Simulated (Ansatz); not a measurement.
Data:

GaMo3N:
Space group Pm-3m (No. 221); a = b = c = 4.103 Å, α = β = γ = 90.00°

```json
[
 {"atom": "Ga", "site": "1a", "symmetry": "m-3m", "x": "0.0000", "y": "0.0000", "z": "0.0000"},
 {"atom": "Mo", "site": "3c", "symmetry": "4/mm.m", "x": "0.0000", "y": "0.5000", "z": "0.5000"},
 {"atom": "N", "site": "1b", "symmetry": "m-3m", "x": "0.5000", "y": "0.5000", "z": "0.5000"}
]
```

This is the PBE-relaxed structure.

Problem. All from the program Ansatz at the PBE level (PAW), unless another level is named. Estimate the electronic character.

Solution. metallic (no gap).

Problem. Next, the formation energy from the elements (no fitted shifts)?

Solution. -0.16 eV/atom.

Problem. Predict the density of states at the Fermi level.

Solution. 0.63 states/eV per atom (mean over ±0.08 eV).

Problem. Give the gap with spin–orbit coupling.

Solution. none (metallic).

The start of the workflow was typed in or built on a structure type; neither database checked (COD, Materials Project) lists it. Its standing as an ambient phase is unchecked. Symmetry was held in the PBE relaxation; its stability against distortions is not shown here. The workflow began spin-polarised and lost its moments. The volume moved by 15 % from the start of the relaxation. The references are the lowest solids computed at this level, not always the standard phases (solids in place of the gases). Spin–orbit coupling is left out wherever it is not named.

Potentials: the later of the program's two PAW sets.
